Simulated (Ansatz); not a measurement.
Given:

BP (zinc blende)

```xyz
2
Lattice="0.0000 2.2742 2.2742 2.2742 0.0000 2.2742 2.2742 2.2742 0.0000" Properties=species:S:1:pos:R:3 pbc="T T T"
P      3.4114     3.4114     3.4114
B      0.0000     0.0000     0.0000
```

E(V) scan at fixed shape, V₀ the volume above. Symmetry pins the atoms to their sites.

These are PBE (plane waves to 420 eV, PAW, scalar-relativistic; Ansatz, a first-principles code) values and carry that method's errors. k mesh 12×12×12 (Γ-centred), Fermi-Dirac smearing 0.05 eV. The energy includes the smearing's −TS. Stress and pressure are positive under compression. BP was relaxed with its symmetry unable to fall. The zero of ΔE is the relaxed starting cell.

The scan covers V/V₀ from 0.900 to 1.100 in 9 points.

Question: What is the fitted pressure derivative B₀′?

Answer: 3.8.

Question: What bulk modulus B₀ follows from a third-order Birch-Murnaghan fit?

Answer: 162 GPa.

(A scan under strain: stresses follow from slopes of the energy per volume, elastic moduli from its curvatures.)
